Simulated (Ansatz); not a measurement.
LaCoSi$_{3}$:
```xyz
5
Lattice="-2.0834 2.0834 4.8211 2.0834 -2.0834 4.8211 2.0834 2.0834 -4.8211" Properties=species:S:1:pos:R:3 pbc="T T T"
La     0.0000     0.0000     0.0465
Co     0.0000     0.0000     6.3838
Si     0.0000     0.0000     4.1014
Si     2.0834     0.0000     2.5202
Si     0.0000     2.0834     2.5202
```

Relaxed with r²SCAN. Special points in fractions of this cell's reciprocal vectors: Γ (0.000, 0.000, 0.000); X (0.000, 0.000, 0.500); P (0.250, 0.250, 0.250); N (0.000, 0.500, 0.000); M (0.500, 0.500, -0.500); S (0.297, 0.703, -0.297); S0 (-0.297, 0.297, 0.297); R (-0.093, 0.093, 0.500); G (0.500, 0.500, -0.093).

### Question
List the band energies nearest the Fermi level at these points for the program Ansatz at the r²SCAN level (PAW).

### Answer
In eV from the Fermi level; about four levels below and three above (degenerate sets whole), none deeper than 8.9 eV; points with the same levels are listed once.

| k | below | above |
|---|---|---|
| Γ | -1.91 -1.73 -1.13 -1.13 | 0.04 0.04 1.06 |
| X | -1.93 -1.89 -1.40 -1.34 | 1.94 2.50 2.55 |
| P | -1.74 -1.69 -1.69 -1.52 | 1.19 2.47 2.47 |
| N | -1.83 -1.27 -0.40 -0.05 | 1.39 1.59 2.48 |
| M | -1.77 -1.77 -1.71 -0.15 | 0.73 0.73 1.39 |
| S | -2.06 -1.92 -1.11 -0.21 | 0.43 1.71 2.02 |
| R | -1.83 -1.75 -1.34 -1.23 | 1.72 2.38 2.45 |

Space group I4mm. The first step of the workflow began from a Materials Project structure, measured or hypothetical; the Crystallography Open Database copy checked does not list it. Its standing as an ambient phase is unchecked. The cell was relaxed with r²SCAN under the symmetry of its start; whether a distortion lowers the energy is not shown. No spin polarisation was allowed. Spin–orbit coupling is left out wherever it is not named.

Potentials: the later of the program's two PAW sets.
